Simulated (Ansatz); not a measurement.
Relaxed-ion elastic tensor of Ge in space group P6/mmm (No. 191; Ge on 1b) in GPa (Voigt order), DFT-PBEsol in the program Ansatz with PAW potentials; density 6.56 g/cm³, 18.38 Å³ per atom.

```
      1     2     3     4     5     6
-  ----  ----  ----  ----  ----  ----
1   133  91.8  10.2   0.0   0.0   0.0
2  91.8   133  10.2   0.0   0.0   0.0
3  10.2  10.2   206   0.0   0.0   0.0
4   0.0   0.0   0.0  44.0   0.0   0.0
5   0.0   0.0   0.0   0.0  44.0   0.0
6   0.0   0.0   0.0   0.0   0.0  20.5
```

Task: Is the crystal mechanically stable?

Result: Yes: the smallest eigenvalue of C is 20.5 GPa.

Task: Work out the Voigt, Reuss and Hill averages.

Result: K_V = 77.4, K_R = 77.4, K_H = 77.4; G_V = 45.7, G_R = 32.6, G_H = 39.2 GPa.

Task: Give Young's modulus, Poisson's ratio, Pugh's ratio and the universal anisotropy index.

Result: E = 9KG/(3K + G) = 101 GPa; ν = 0.28; K/G = 1.98 (ductile by the Pugh limit of 1.75); A_U = 5G_V/G_R + K_V/K_R − 6 = 2.00.

Task: Estimate the sound speeds and the Debye temperature.

Result: v_l = √((K + 4G/3)/ρ) = 4440 m/s, v_t = √(G/ρ) = 2440 m/s, mean 2720 m/s; Θ = (h/k)(3n/4πV)^(1/3) v_m = 307 K.

Task: How much does each axis shrink under pressure?

Result: Linear compressibilities β_i = Σ_j S_ij (j = 1 to 3): x 4.3, y 4.3, z 4.4 per TPa.

The first step of the workflow began from a Materials Project structure, measured or hypothetical; the Crystallography Open Database copy checked does not list it. It is not the phase usual at ambient conditions (space group No. 227). The cell was relaxed with PBEsol under the symmetry of its start; its stability against distortions is not shown here. As this level gives no gap, shear constants depend on the k-mesh and smearing (Fermi–Dirac, 0.1 eV here). On the denser mesh and wider smearing of the elastic run this cell carries a stress of 0.3 GPa.

Potentials: the later of the program's two PAW sets.
